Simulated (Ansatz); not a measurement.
LaSb (rock salt, space group No. 225), plane-wave PAW PBE (Ansatz code), all energies at zero smearing, with the estimated change up to a 700 eV cutoff added, with one set of potentials and settings (totals compare only within such a set). Cell of 2 atoms (1 La, 1 Sb): -12737.139 eV.

```json
[
 {"element": "La", "reference phase": "P6_3/mmc, 4 atoms in the cell", "E (eV/atom)": "-6250.0953"},
 {"element": "Sb", "reference phase": "R-3m, 2 atoms in the cell", "E (eV/atom)": "-6484.4916"}
]
```

Formation energy per atom, worked out: (-12737.139 − 1×(-6250.0953) − 1×(-6484.4916))/2 = -1.276 eV/atom (-123 kJ per mol of atoms), at 0 K, without zero-point energy or fitted corrections.

Space group Fm-3m (rock salt). The workflow started from an entry of the Crystallography Open Database (COD). Its standing as an ambient phase is unchecked. The cell was relaxed with PBE under the symmetry of its start; its stability against distortions is not shown here. The references are the lowest solids computed at this level, not always the standard phases. Scalar-relativistic: spin–orbit coupling is off unless named, which matters more the heavier the elements.

Potentials: the later of the program's two PAW sets.
